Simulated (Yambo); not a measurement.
G0W0@PBEsol for ZrNBr (space group Pmmn, No. 59) in Yambo. Reference settings: 4×4×1 Γ-centred k mesh, bands 3 to 194 and a 7 Ry block in the screening, 194 bands in G with the Bruneval-Gonze terminator, plasmon pole fitted at 27.2 eV. The PBEsol gap Γ → Γ on this mesh is 1.75 eV; G0W0 gaps are taken between the same points.

```csv
change from the reference,G0W0 gap Γ → Γ (eV),shift of the valence edge (eV)
reference settings,2.74,-0.11
6 Ry block,2.70,-0.06
1 Ry block,?,0.05
2×2×1 mesh,2.78,-0.07
pole fitted at 10 eV,2.76,0.01
75 bands in G,2.77,-0.04
126 bands in G,2.75,-0.09
92 bands in W,2.81,0.02
```

Q: Estimate the withheld gaps from the other rows; the computed values follow.

A: 
- 1 Ry block, G0W0 gap Γ → Γ (eV): 3.30

The reference isn't shown to be the converged limit.

Spin-orbit coupling is not included.

Geometry relaxed with PBE+D3(BJ); primitive cell a = 3.6040 Å, b = 4.1064 Å, c = 8.6762 Å, α = 90.00°, β = 90.00°, γ = 90.00°.

A shift is the quasiparticle energy of the state minus its PBEsol energy.
